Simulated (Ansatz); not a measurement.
The start is a generated cell, Ni placed in the AFLOW prototype A_aP4_2_aci. The structure is fully relaxed (lattice and positions, P = 0) with PBE (plane waves to 420 eV, PAW, scalar-relativistic; Ansatz, a first-principles code). The first steps use a coarse 13×11×5 k-mesh.

Initial structure:
```
Ni
1.0
    2.40843     0.00000     0.00000
    0.24110     2.84145     0.00000
    0.10485     0.47205     6.37313
Ni
4
Cartesian
  0.00000   0.00000   0.00000
  0.05243   0.23602   3.18657
  1.20792   1.74757   1.65064
  1.54647   1.56593   4.72249
```
Spin-polarised start, with parallel moments on Ni.

**Question.** What pressure does the first self-consistent step give?

**Answer.** +10.8 GPa (positive: the cell is compressed).

**Question.** What is the largest force in the starting geometry, and on which atom (counted from 1)?

**Answer.** 2.04 eV/Å, on Ni3, Ni4 (atoms numbered as listed).

**Question.** Does the structure survive the relaxation? Give the final space group.

**Answer.** The space group goes from P-1 (No. 2) to Fm-3m (No. 225); the end is fcc (Cu type), with 1 atom in the primitive magnetic cell.

**Question.** How do the shortest distances between atoms change?

**Answer.** The closest pairs of elements (up to four, under 3.6 Å), start → end: Ni–Ni 2.20 → 2.49 Å.

**Question.** Write out the relaxed structure.

**Answer.** 
```cif
data_Ni4
_chemical_formula_sum 'Ni4'
_space_group_name_H-M_alt 'Fm-3m'
_space_group_IT_number 225
_space_group_name_Hall '-F 4 2 3'
_cell_length_a 3.51879
_cell_length_b 3.51879
_cell_length_c 3.51879
_cell_angle_alpha 90.000
_cell_angle_beta 90.000
_cell_angle_gamma 90.000
loop_
_atom_site_label
_atom_site_type_symbol
_atom_site_symmetry_multiplicity
_atom_site_Wyckoff_symbol
_atom_site_fract_x
_atom_site_fract_y
_atom_site_fract_z
_atom_site_occupancy
Ni1 Ni 4 a 0.00000 0.00000 0.00000 1
```
(The calculation used a cell of 1 atom; values per cell refer to that cell.)

Final values are on a 23×23×23 k-mesh of the relaxed cell. Spin state reached: ferromagnetic (net 0.63 μB/atom), from parallel starting moments; other spin orders were not run from this start.

The run could not lose the symmetry of its start; a randomly shaken copy of 2 atoms returns to this structure.
